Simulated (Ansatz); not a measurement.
The start is a generated trial cell of BP in the AFLOW prototype AB_oI4_44_a_b (as in GaAs). The cell and all atomic positions are relaxed at zero pressure with PBEsol (plane waves to 420 eV, PAW, scalar-relativistic; Ansatz, a program for electronic structure). The first steps use a coarse 11×11×11 k-mesh.

Starting cell:
```yaml
crystal:
  lattice:
    - [-2.12785, 2.18560, 1.17054]
    - [2.12785, -2.18560, 1.17054]
    - [2.12785, 2.18560, -1.17054]
  atoms:
    - { symbol: P, position: [0.00000, 0.00000, 0.00000] }
    - { symbol: B, position: [0.57500, 0.07500, 0.50000] }
```

Task: How large is the pressure on the unrelaxed cell, and of which sign?

Result: -17.5 GPa (negative: the cell is under tension).

Task: By how much does the energy per atom fall from start to end?

Result: 1.23 eV/atom.

Task: How does the volume change?

Result: +6.0 %, from 10.89 to 11.54 Å³/atom.

Task: Is the relaxed structure metallic? Give its gap.

Result: 1.11 eV, indirect (valence top at Γ, conduction bottom at 83 % of the way from Γ to X) (no spin-orbit coupling).

Final values are on a 13×13×13 k-mesh of the relaxed cell. No spin polarisation in the result.

The run could not lose the symmetry of its start; a randomly shaken copy of 4 atoms returns to this structure.
